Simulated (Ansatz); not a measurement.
# Lu (omega (AlB2-type)): energy against volume

Level of theory: DFT, BLYP, plane waves (420 eV) with PAW, scalar-relativistic (Ansatz 0.2.0). The PAW files were generated under PBE, with cores re-solved for the functional.

The cell is scaled uniformly from the relaxed one, with fractional coordinates and shape fixed. Energies are extrapolated to zero smearing, pressures are those at the given smearing. Magnetic state: spin not included.

A Birch-Murnaghan fit gives V₀ = 29.66 Å³/atom, B₀ = 43 GPa, B₀′ = 3.5.

Problem. What are the energy above the minimum and the pressure at 27.350 Å³/atom?

Solution. 27.1 meV/atom and 4.12 GPa as computed.

Problem. What are the energy above the minimum and the pressure at 28.539 Å³/atom?

Solution. 6.0 meV/atom and 1.89 GPa as computed.

Problem. What are the energy above the minimum and the pressure at 32.107 Å³/atom?

Solution. 23.8 meV/atom and -2.81 GPa as computed.
